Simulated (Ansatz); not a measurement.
Here is the system:

BaHCl:
Space group P4/nmm, origin choice 1 (No. 129); a = 4.400 Å, b = 4.400 Å, c = 7.236 Å, α = 90.00°, β = 90.00°, γ = 90.00°

| atom | site | symmetry | x | y | z |
|---|---|---|---|---|---|
| Ba | 2c | 4mm | 0.5000 | 0.0000 | 0.2075 |
| H | 2a | -4m2 | 0.0000 | 0.0000 | 0.0000 |
| Cl | 2c | 4mm | 0.0000 | 0.5000 | 0.3461 |

This is the r²SCAN-relaxed structure.

**Question.** All from DFT-r²SCAN in the program Ansatz with PAW potentials, unless another level is named. Estimate the hole effective mass.

**Answer.** 0.48, 12, 12 mₑ (principal values).

**Question.** Next, the band gap?

**Answer.** 3.79 eV (direct).

**Question.** Predict the formation energy from the elements (no fitted shifts).

**Answer.** -1.82 eV/atom.

The workflow started from a Materials Project entry (that database holds measured and hypothetical structures alike); the Crystallography Open Database files this formula in space group No. 129, but the cells were not matched. Its standing as an ambient phase is unchecked. The r²SCAN relaxation kept the symmetry of its start; its stability against distortions is not shown here. The references are the lowest solids computed at this level, not always the standard phases (solids in place of the gases). Spin–orbit coupling is left out wherever it is not named.

Potentials: the later of the program's two PAW sets.
